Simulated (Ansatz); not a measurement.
TaS$_{2}$:
```xyz
3
Lattice="3.2909 0.0000 0.0000 -1.6455 2.8500 0.0000 0.0000 0.0000 5.7221" Properties=species:S:1:pos:R:3 pbc="T T T"
Ta     0.0000     0.0000     0.0000
S      0.0000     1.9000     1.5370
S      1.6455     0.9500     4.1850
```

Relaxed with LDA. Special points in fractions of this cell's reciprocal vectors: Γ (0.000, 0.000, 0.000); M (0.500, 0.000, 0.000); K (0.333, 0.333, 0.000); A (0.000, 0.000, 0.500); L (0.500, 0.000, 0.500); H (0.333, 0.333, 0.500).

List the band energies nearest the Fermi level at these points for DFT-LDA in the program Ansatz with PAW potentials.

In eV from the Fermi level; about four levels below and three above (degenerate sets whole), none deeper than 8.9 eV; points with the same levels are listed once.

```csv
k,below,above
Γ,-0.95 -0.43 -0.43 -0.13,0.21 0.21 3.80 3.80
M,-3.75 -3.57 -2.09 -0.94,2.79 3.40 4.21
K,-5.54 -5.54 -3.76 -3.76 -3.06,1.59 2.21 2.21
A,-3.74 -3.74 -0.69 -0.69,0.16 0.16 1.18
L,-3.99 -1.93 -1.57 -1.54,2.79 3.41 4.16
H,-5.30 -4.04 -3.49 -3.49,1.21 1.21 1.66
```

Space group P-3m1 (CdI2 type). The cell was relaxed with LDA under the symmetry of its start; of distortions, only those at the zone centre were tested. The run is not spin-polarised. The volume moved by -17 % from the start of the relaxation. A crystal of weakly bound layers computed without a dispersion correction: the cell and the soft elastic constants depend strongly on that. With an odd number of electrons in the cell and no spin polarisation, the count alone makes it a metal. Spin–orbit coupling is left out wherever it is not named.

Potentials: the later of the program's two PAW sets.
